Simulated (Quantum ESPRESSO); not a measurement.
# Ta3AgLi3Mg: one run as intended and one with a planted mistake

Computed values, not a measurement. The program is pw.x of Quantum ESPRESSO 7.5 (plane-wave density functional theory). The cell is made up: eight metal atoms on a hexagonal close-packed lattice, with elements, volume, strain and displacements drawn at random and not relaxed, so it may be unstable or far from any real phase. PseudoDojo standard norm-conserving files set the functional (PBE unless stated); there is no spin polarisation or spin-orbit coupling, the Fermi-Dirac width of 0.25 eV means electrons at about 2900 K, and the masses in the input are unused placeholders. Heavy elements are run without spin-orbit coupling, which real alloys of them have. A spin test at this wide smearing found no moment, but such smearing suppresses magnetism that the real alloy may have.

Intended input:

```
&control calculation='scf', pseudo_dir='./dojo.nc.sr.pbe.v0_5.standard.upf', outdir='./o', disk_io='minimal', tprnfor=.true., tstress=.true. /
&system ibrav=0, nat=8, ntyp=4, nbnd=52, ecutwfc=84.00895049, nosym=.true., tot_charge=0,
 occupations='smearing', smearing='fd', degauss=0.0183746611
/
&electrons conv_thr=1.470e-08, electron_maxstep=70, mixing_beta=0.5 /
ATOMIC_SPECIES
Ag 1.0 Ag.upf
Li 1.0 Li.upf
Mg 1.0 Mg.upf
Ta 1.0 Ta.upf
CELL_PARAMETERS angstrom
4.5968 -2.654 0.0
-3.0645 0.0 -4.8353
3.0645 5.3079 0.0
ATOMIC_POSITIONS angstrom
Ta -0.124 0.0181 0.1293
Ag 1.6616 2.6935 0.0543
Li -0.02 1.8457 -2.4611
Ta 1.5938 4.3856 -2.3291
Li 3.0229 0.0112 0.0768
Ta 4.6019 2.7036 0.0385
Mg 1.4935 -0.8502 -2.5556
Li 3.2015 1.9606 -2.44
K_POINTS automatic
5 5 4 1 1 1
```

The log is shortened where brackets say so; the opening notice, blank lines, dates and the lines on written files are dropped, and the path of the files is cut. It prints rydbergs, bohrs and kilobars, and counts compression as positive stress. Its total energy is the free energy E - TS of the whole cell.

Log of the intended run:

```
     Program PWSCF v.7.5
     Parallel version (MPI & OpenMP), running on       4 processor cores
     Number of MPI processes:                 4
     Threads/MPI process:                     1
     [start-up lines left out]
     bravais-lattice index     =            0
     lattice parameter (alat)  =      10.0306  a.u.
     unit-cell volume          =    1061.5439 (a.u.)^3
     number of atoms/cell      =            8
     number of atomic types    =            4
     number of electrons       =        77.00
     number of Kohn-Sham states=           52
     kinetic-energy cutoff     =      84.0090  Ry
     charge density cutoff     =     336.0358  Ry
     scf convergence threshold =      1.5E-08
     mixing beta               =       0.5000
     number of iterations used =            8  plain     mixing
     Exchange-correlation= PBE
                           (   1   4   3   4   0   0   0)
     [axes and pseudopotential details left out]
   Cartesian axes
     site n.     atom                  positions (alat units)
         1        Ta     tau(   1) = (  -0.0233612   0.0034100   0.0243597  )
         2        Ag     tau(   2) = (   0.3130401   0.5074468   0.0102299  )
         3        Li     tau(   3) = (  -0.0037679   0.3477240  -0.4636634  )
         4        Ta     tau(   4) = (   0.3002668   0.8262330  -0.4387950  )
         5        Li     tau(   5) = (   0.5695047   0.0021100   0.0144689  )
         6        Ta     tau(   6) = (   0.8669833   0.5093496   0.0072533  )
         7        Mg     tau(   7) = (   0.2813706  -0.1601750  -0.4814669  )
         8        Li     tau(   8) = (   0.6031524   0.3693708  -0.4596882  )
     number of k points=    50  Fermi-Dirac smearing, width (Ry)=  0.0184
                       cart. coord. in units 2pi/alat
        k(    1) = (   0.1407303   0.0437508  -0.1989665), wk =   0.0400000
        k(    2) = (   0.2489857   0.2312521  -0.2675762), wk =   0.0400000
     [further k points left out]
     Dense  grid:   110475 G-vectors     FFT dimensions: (  60,  64,  72)
     Estimated max dynamical RAM per process >     317.66 MB
     Estimated total dynamical RAM >       1.16 GB
     Initial potential from superposition of free atoms
     starting charge      76.9823, renormalised to      77.0000
     Starting wfcs are   51 randomized atomic wfcs +    1 random wfcs
     total cpu time spent up to now is        4.1 secs
     per-process dynamical memory:   248.2 Mb
     Self-consistent Calculation
     iteration #  1     ecut=    84.01 Ry     beta= 0.50
     Davidson diagonalization with overlap
     ethr =  1.00E-02,  avg # of iterations =  3.7
     total cpu time spent up to now is       14.3 secs
     total energy              =    -862.09148804 Ry
     estimated scf accuracy    <       0.77632096 Ry
     iteration #  2     ecut=    84.01 Ry     beta= 0.50
     Davidson diagonalization with overlap
     ethr =  1.01E-03,  avg # of iterations =  2.3
     total cpu time spent up to now is       24.2 secs
     total energy              =    -862.28241667 Ry
     estimated scf accuracy    <       1.13897657 Ry
     [iterations 3 to 10 left out]
     iteration # 11     ecut=    84.01 Ry     beta= 0.50
     Davidson diagonalization with overlap
     ethr =  8.86E-10,  avg # of iterations =  3.1
     total cpu time spent up to now is      102.3 secs
     total energy              =    -862.44372559 Ry
     estimated scf accuracy    <       0.00000024 Ry
     iteration # 12     ecut=    84.01 Ry     beta= 0.50
     Davidson diagonalization with overlap
     ethr =  3.12E-10,  avg # of iterations =  2.0
     total cpu time spent up to now is      110.7 secs
     End of self-consistent calculation
     [lines on levels left out]
!    total energy              =    -862.44372562 Ry
     estimated scf accuracy    <       0.00000001 Ry
     smearing contrib. (-TS)   =      -0.10226570 Ry
     internal energy E=F+TS    =    -862.34145993 Ry
     The total energy is F=E-TS. E is the sum of the following terms:
     one-electron contribution =    -463.65717796 Ry
     hartree contribution      =     239.44068001 Ry
     xc contribution           =    -160.39901186 Ry
     ewald contribution        =    -477.72595011 Ry
     convergence has been achieved in  12 iterations
     Forces acting on atoms (cartesian axes, Ry/au):
     atom    1 type  4   force =     0.01570849   -0.04550015   -0.04752840
     atom    2 type  1   force =    -0.01864005   -0.01477829   -0.00297687
     atom    3 type  2   force =     0.00059214   -0.00221632    0.01248058
     atom    4 type  4   force =    -0.02541807    0.01879877   -0.00489340
     atom    5 type  2   force =    -0.00332612    0.00757257   -0.01109045
     atom    6 type  4   force =     0.03380192    0.03891755    0.00545149
     atom    7 type  3   force =     0.01269761    0.01745277    0.03366865
     atom    8 type  2   force =    -0.01541591   -0.02024690    0.01488840
     Total force =     0.108084     Total SCF correction =     0.000349
     Computing stress (Cartesian axis) and pressure
          total   stress  (Ry/bohr**3)                   (kbar)     P=      -67.75
  -0.00050854   0.00017794  -0.00008113          -74.81       26.18      -11.93
   0.00017794  -0.00039327  -0.00012800           26.18      -57.85      -18.83
  -0.00008113  -0.00012800  -0.00047983          -11.93      -18.83      -70.59
     init_run     :      3.79s CPU      3.94s WALL (       1 calls)
     electrons    :    105.80s CPU    106.69s WALL (       1 calls)
     forces       :      1.45s CPU      1.48s WALL (       1 calls)
     stress       :      5.05s CPU      5.05s WALL (       1 calls)
     [timing details left out]
     PWSCF        :   1m56.22s CPU   1m57.33s WALL
     JOB DONE.
```

A second run has one planted mistake: one coordinate of one atom is wrong. The input lines that differ:

```
- Ta 1.5938 4.3856 -2.3291
+ Ta 1.8138 4.3856 -2.3291
```

Its log:

```
     Program PWSCF v.7.5
     Parallel version (MPI & OpenMP), running on       4 processor cores
     Number of MPI processes:                 4
     Threads/MPI process:                     1
     [start-up lines left out]
     bravais-lattice index     =            0
     lattice parameter (alat)  =      10.0306  a.u.
     unit-cell volume          =    1061.5439 (a.u.)^3
     number of atoms/cell      =            8
     number of atomic types    =            4
     number of electrons       =        77.00
     number of Kohn-Sham states=           52
     kinetic-energy cutoff     =      84.0090  Ry
     charge density cutoff     =     336.0358  Ry
     scf convergence threshold =      1.5E-08
     mixing beta               =       0.5000
     number of iterations used =            8  plain     mixing
     Exchange-correlation= PBE
                           (   1   4   3   4   0   0   0)
     [axes and pseudopotential details left out]
   Cartesian axes
     site n.     atom                  positions (alat units)
         1        Ta     tau(   1) = (  -0.0233612   0.0034100   0.0243597  )
         2        Ag     tau(   2) = (   0.3130401   0.5074468   0.0102299  )
         3        Li     tau(   3) = (  -0.0037679   0.3477240  -0.4636634  )
         4        Ta     tau(   4) = (   0.3417141   0.8262330  -0.4387950  )
         5        Li     tau(   5) = (   0.5695047   0.0021100   0.0144689  )
         6        Ta     tau(   6) = (   0.8669833   0.5093496   0.0072533  )
         7        Mg     tau(   7) = (   0.2813706  -0.1601750  -0.4814669  )
         8        Li     tau(   8) = (   0.6031524   0.3693708  -0.4596882  )
     number of k points=    50  Fermi-Dirac smearing, width (Ry)=  0.0184
                       cart. coord. in units 2pi/alat
        k(    1) = (   0.1407303   0.0437508  -0.1989665), wk =   0.0400000
        k(    2) = (   0.2489857   0.2312521  -0.2675762), wk =   0.0400000
     [further k points left out]
     Dense  grid:   110475 G-vectors     FFT dimensions: (  60,  64,  72)
     Estimated max dynamical RAM per process >     317.66 MB
     Estimated total dynamical RAM >       1.16 GB
     Initial potential from superposition of free atoms
     starting charge      76.9823, renormalised to      77.0000
     Starting wfcs are   51 randomized atomic wfcs +    1 random wfcs
     total cpu time spent up to now is        4.1 secs
     per-process dynamical memory:   248.2 Mb
     Self-consistent Calculation
     iteration #  1     ecut=    84.01 Ry     beta= 0.50
     Davidson diagonalization with overlap
     ethr =  1.00E-02,  avg # of iterations =  3.7
     total cpu time spent up to now is       14.2 secs
     total energy              =    -862.05883546 Ry
     estimated scf accuracy    <       0.79866249 Ry
     iteration #  2     ecut=    84.01 Ry     beta= 0.50
     Davidson diagonalization with overlap
     ethr =  1.04E-03,  avg # of iterations =  2.5
     total cpu time spent up to now is       23.8 secs
     total energy              =    -862.20958034 Ry
     estimated scf accuracy    <       1.46389592 Ry
     [iterations 3 to 10 left out]
     iteration # 11     ecut=    84.01 Ry     beta= 0.50
     Davidson diagonalization with overlap
     ethr =  6.63E-10,  avg # of iterations =  3.7
     total cpu time spent up to now is      103.7 secs
     total energy              =    -862.42382502 Ry
     estimated scf accuracy    <       0.00000023 Ry
     iteration # 12     ecut=    84.01 Ry     beta= 0.50
     Davidson diagonalization with overlap
     ethr =  2.96E-10,  avg # of iterations =  2.0
     total cpu time spent up to now is      112.2 secs
     End of self-consistent calculation
     [lines on levels left out]
!    total energy              =    -862.42382505 Ry
     estimated scf accuracy    <       0.00000001 Ry
     smearing contrib. (-TS)   =      -0.10389189 Ry
     internal energy E=F+TS    =    -862.31993316 Ry
     The total energy is F=E-TS. E is the sum of the following terms:
     one-electron contribution =    -464.32748939 Ry
     hartree contribution      =     239.77943113 Ry
     xc contribution           =    -160.40672363 Ry
     ewald contribution        =    -477.36515126 Ry
     convergence has been achieved in  12 iterations
     Forces acting on atoms (cartesian axes, Ry/au):
     atom    1 type  4   force =     0.01392841   -0.04204718   -0.04858145
     atom    2 type  1   force =    -0.01774554   -0.01411228   -0.00348998
     atom    3 type  2   force =     0.00522532    0.00257688    0.01295913
     atom    4 type  4   force =    -0.07190530    0.01322450    0.00092721
     atom    5 type  2   force =    -0.00137176    0.00827127   -0.01388178
     atom    6 type  4   force =     0.03888932    0.04045899    0.00587551
     atom    7 type  3   force =     0.04034950    0.01864318    0.03181996
     atom    8 type  2   force =    -0.00736996   -0.02701535    0.01437140
     Total force =     0.133499     Total SCF correction =     0.000412
     Computing stress (Cartesian axis) and pressure
          total   stress  (Ry/bohr**3)                   (kbar)     P=      -64.68
  -0.00044698   0.00020159  -0.00009976          -65.75       29.66      -14.67
   0.00020159  -0.00039147  -0.00014137           29.66      -57.59      -20.80
  -0.00009976  -0.00014137  -0.00048069          -14.67      -20.80      -70.71
     init_run     :      3.77s CPU      3.93s WALL (       1 calls)
     electrons    :    106.75s CPU    108.17s WALL (       1 calls)
     forces       :      1.47s CPU      1.52s WALL (       1 calls)
     stress       :      5.09s CPU      5.11s WALL (       1 calls)
     [timing details left out]
     PWSCF        :   1m57.21s CPU   1m58.91s WALL
     JOB DONE.
```

|  | intended run | run with the mistake |
| --- | --- | --- |
| free energy (eV) | -11734.145 | -11733.874 |
| entropy term -TS, part of it (eV) | -1.391 | -1.414 |
| pressure (GPa) | -6.77 | -6.47 |
| size of the largest force component (eV/Å) | 1.222 | 1.849 |
| largest change of a force component (eV/Å) |  | 1.195 |
| iterations | 12 | 12 |

For scale, a rerun of the intended cell at a higher cutoff and on a denser mesh moved values by no more than 0.003 eV in energy, 0.02 GPa in stress and 0.007 eV/Å in force, and a second program with other atomic files agreed on that cell to 2 % rms in force and 0.5 GPa in pressure.